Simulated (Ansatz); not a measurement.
**Phonon dispersion of Mg$_{3}$NiS$_{4}$**

All numbers below come from Ansatz 0.2.0, DFT PBE, scalar-relativistic, plane waves, PAW. Settings: 420 eV plane-wave cutoff, Γ-centred 10×10×4 mesh, Fermi-Dirac smearing of 0.15 eV. No spin polarisation. Phonons by linear response, acoustic sum rule imposed.

Equilibrium structure at this level:
```yaml
crystal:
  lattice:
    - [3.63585, 0.00000, 0.00000]
    - [0.00000, 3.63585, 0.00000]
    - [0.00000, 0.00000, 10.13558]
  atoms:
    - { symbol: Mg, position: [0.00000, 0.00000, 0.75777] }
    - { symbol: Mg, position: [0.00000, 0.00000, 0.24223] }
    - { symbol: Mg, position: [0.50000, 0.50000, 0.50000] }
    - { symbol: Ni, position: [0.50000, 0.50000, 0.00000] }
    - { symbol: S, position: [0.00000, 0.00000, 0.00000] }
    - { symbol: S, position: [0.50000, 0.50000, 0.23417] }
    - { symbol: S, position: [0.00000, 0.00000, 0.50000] }
    - { symbol: S, position: [0.50000, 0.50000, 0.76583] }
```

It was reached by relaxing an invented guess, and it needn't be the stable form of this composition. In a metal, frequencies and elastic constants depend on the k mesh and the smearing, soft modes and shear constants most. Some empty bands missed the eigensolver's threshold. The q mesh is coarse, so values between its points are rough.

Force constants from linear response on a 2×2×1 q mesh.

Question: Is the structure dynamically stable on this mesh?

Answer: No: at q = (0.000, -0.500, 0.000) a mode is imaginary, 129i cm⁻¹.

Question: Give the frequencies (cm⁻¹; i marks imaginary ones) at the irreducible q points, in fractions of the reciprocal vectors.

Answer:
```json
{"q": "0.000 0.000 0.000", "star": "1", "frequencies": "0 0 0 89 89 92 92 104 104 113 113 168 176 206 225 268 268 274 274 278 281 281 307 379"}
{"q": "0.000 -0.500 0.000", "star": "2", "frequencies": "129i 88 101 112 133 144 154 184 192 199 204 207 207 210 214 226 251 280 284 288 308 319 350 375"}
{"q": "-0.500 -0.500 0.000", "star": "1", "frequencies": "65 65 109 125 131 131 154 161 161 162 162 176 176 201 234 236 269 302 302 311 311 320 320 372"}
```
